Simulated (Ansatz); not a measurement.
## MnO2: a fit and a missing row

MnO2, P4_2/mnm, a = 4.456 Å, c = 2.943 Å. Ansatz: PBE+U, PAW, 420 eV, Γ-centred 8×8×12 mesh on 6 atoms, Gaussian smearing 0.10 eV; U_eff Mn 3.90 eV; collinear spin, largest moment 2.8 μB. Shape and atoms are relaxed at each volume; pressure is positive in compression.

```
V (Å³/atom) P (GPa)
      8.570    33.49
      8.863    22.38
      9.155    13.18
      9.447     5.75
      9.739    -0.01
     10.031    -4.23
     10.324        ?
     10.713   -11.06
```

Q: Take V0 = 9.739 Å³/atom, count pressures from its P0 = -0.01 GPa, fit the third-order Birch–Murnaghan form to the other rows, and predict the missing pressure.

A: With the Eulerian strain f = ½[(V0/V)^(2/3) − 1] and y = (P − P0)/[3f(1 + 2f)^(5/2)], the form is the line y = B0 + 1.5 B0 (B0′ − 4) f. Rows (f, y): 0.04449, 202.8; 0.03243, 196.7; 0.02104, 188.5; 0.01025, 178.1; -0.00975, 151.6; -0.03078, 140.3. Means f = 0.01128, y = 176.33; Σ(Δf)² = 0.003858, ΣΔfΔy = 3.462; the slope is their ratio. y = 166.2 + 897.5 f GPa, so B0 = 166.2 GPa and B0′ = 4 + 2 × (897.5)/(3 × 166.2) = 7.60. At V = 10.324, f = -0.01907, y = 149.08 and P = -7.75 GPa. The run gave -7.71 GPa, so the fit is 0.04 GPa too low, within the rms miss on the fitted rows (0.27 GPa). Note that the largest moment runs from 2.52 to 3.08 μB along the series.

The largest moment runs from 2.52 to 3.08 μB along the series, so B0 and B0′ hold the change of the moment too.

The state reached may not be the lowest one. The program reads another magnetic order as possibly lower. Moments started parallel, and an antiferromagnetic order may lie lower.

Cost: 8 runs of about 23 core-minutes in all, on Arm Neoverse V1 (shared hosts).